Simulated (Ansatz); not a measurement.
BaHfO3:
```
CELL_PARAMETERS angstrom
      4.17718     0.00000     0.00000
      0.00000     4.17718     0.00000
      0.00000     0.00000     4.17718
ATOMIC_POSITIONS crystal
  Ba 0.00000 0.00000 0.00000
  Hf 0.50000 0.50000 0.50000
  O  0.00000 0.50000 0.50000
  O  0.50000 0.50000 0.00000
  O  0.50000 0.00000 0.50000
```

Tensor components refer to the Cartesian frame of this cell.

Problem. Give the high-frequency dielectric tensor and the Born effective charge tensors of the independent atoms from DFPT, DFT-r²SCAN in the program Ansatz with PAW potentials.

Solution. 
ε∞:
```
4.34  0.00  0.00
0.00  4.34  0.00
0.00  0.00  4.34
```
Z* of atom 1 (Ba), rows: field, columns: displacement, in e:
```
2.73  0.00  0.00
0.00  2.73  0.00
0.00  0.00  2.73
```
Z* of atom 2 (Hf), rows: field, columns: displacement, in e:
```
5.76  0.00  0.00
0.00  5.76  0.00
0.00  0.00  5.76
```
Z* of atom 3 (O), rows: field, columns: displacement, in e:
```
-4.50   0.00   0.00
 0.00  -2.00   0.00
 0.00   0.00  -2.00
```

Static charges for comparison (Bader): Ba1 +1.58, Hf2 +2.68, O3 -1.42 e. Born charges measure polarisation by displacement and can exceed these by far.

Space group Pm-3m (cubic perovskite). The cell was relaxed with r²SCAN under the symmetry of its start; phonons on a q-mesh show no instability. No spin polarisation was allowed. Scalar-relativistic: spin–orbit coupling is off unless named, which matters more the heavier the elements.

Potentials: the later of the program's two PAW sets.
